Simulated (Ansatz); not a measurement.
The start is a relaxed Pt cell displaced along its unstable phonon at q = (½, 0, 0) of its primitive reciprocal cell (48i cm⁻¹), largest move 0.15 Å. The structure is fully relaxed (lattice and positions, P = 0) with PBEsol (plane waves to 420 eV, PAW, scalar-relativistic; Ansatz, a first-principles code). The first steps use a coarse 15×15×15 k-mesh.

Input geometry:
```
Pt
1.0
   -3.12148     3.12148     3.12148
    1.56074    -1.56074     1.56074
    1.56074     1.56074    -1.56074
Pt
2
Cartesian
  0.00000   0.10607  -0.10607
 -1.56074   1.45467   1.66681
```

Task: What is the largest force in the starting geometry, and on which atom (counted from 1)?

Result: 0.03 eV/Å, on Pt1, Pt2 (atoms numbered as listed).

Task: How much energy is released per atom?

Result: 0.10 eV/atom.

Task: Does it find its way back to the structure it was made from?

Result: It does not go back: it reaches I4/mmm (No. 139), AFLOW prototype A_tI2_139_a (A_a), 0.10 eV/atom below the parent.

Task: How do the shortest distances between atoms change?

Result: The closest pairs of elements (up to four, under 3.6 Å), start → end: Pt–Pt 2.70 → 2.70 Å.

Task: Is the relaxed structure metallic? Give its gap.

Result: No gap (metallic).

Task: Give the final cell and atomic positions.

Result: 
Space group I4/mmm (No. 139); a = b = 3.353 Å, c = 2.705 Å, α = β = γ = 90.00°

```
atom  site  symmetry       x       y       z
----  ----  --------  ------  ------  ------
Pt      2a     4/mmm  0.0000  0.0000  0.0000
```
(The calculation used a cell of 1 atom; values per cell refer to that cell.)

Final values are on a 22×22×22 k-mesh of the relaxed cell. No spin polarisation in the result.

The run could not lose the symmetry of its start: the end is stationary, and may be a saddle point rather than a minimum.

The relaxed structure here is a generated cell of Pt: the first start was made by placing the elements on the sites of a structure type, and the end was not matched to a known phase here, so it may be hypothetical. Known forms of Pt include space group No. 225.
